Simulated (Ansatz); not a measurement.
Consider the following.

C₂PtS₂:
```cif
data_C6Pt3S6
_chemical_formula_sum 'C6 S6 Pt3'
_space_group_name_H-M_alt 'P 1'
_space_group_IT_number 1
_cell_length_a 8.66013
_cell_length_b 8.66013
_cell_length_c 3.69100
_cell_angle_alpha 82.190
_cell_angle_beta 97.810
_cell_angle_gamma 119.942
loop_
_space_group_symop_operation_xyz
  'x, y, z'
loop_
_atom_site_label
_atom_site_type_symbol
_atom_site_fract_x
_atom_site_fract_y
_atom_site_fract_z
_atom_site_occupancy
C1 C 0.18595 0.09344 0.98933 1
C2 C 0.90656 0.81405 0.98933 1
C3 C 0.90608 0.09392 0.98510 1
C4 C 0.81405 0.90656 0.01067 1
C5 C 0.09344 0.18595 0.01067 1
C6 C 0.09392 0.90608 0.01490 1
S1 S 0.40462 0.20986 0.86213 1
S2 S 0.79014 0.59538 0.86213 1
S3 S 0.78920 0.21080 0.85701 1
S4 S 0.59538 0.79014 0.13787 1
S5 S 0.20986 0.40462 0.13787 1
S6 S 0.21080 0.78920 0.14299 1
Pt1 Pt 0.50000 0.50000 0.00000 1
Pt2 Pt 0.00000 0.50000 0.00000 1
Pt3 Pt 0.50000 0.00000 0.00000 1
```

This is the PBE+D3(BJ)-relaxed structure.

Question: All from DFT-PBE+D3(BJ) in the program Ansatz with PAW potentials, unless another level is named. Estimate the electron effective mass.

Answer: 0.45, 0.45, 0.55 mₑ (principal values).

Question: Predict the hole effective mass.

Answer: 0.37, 0.71, 4.1 mₑ (principal values).

Question: What about the weight of the valence-edge state by species (Voronoi cells)?

Answer: S 56 %, C 24 %, Pt 20 %.

Space group C2/m. The cell is a constructed one: a structure type filled with these elements; neither database checked (COD, Materials Project) lists it. Whether it is the stable phase at ambient conditions was not checked. The cell was relaxed with PBE+D3(BJ) under the symmetry of its start; its stability against distortions is not shown here. No spin polarisation was allowed. Scalar-relativistic: spin–orbit coupling is off unless named, which matters more the heavier the elements.

Potentials: the later of the program's two PAW sets.

Edges and masses are those of Kohn–Sham bands, whose gap is no quasiparticle gap.
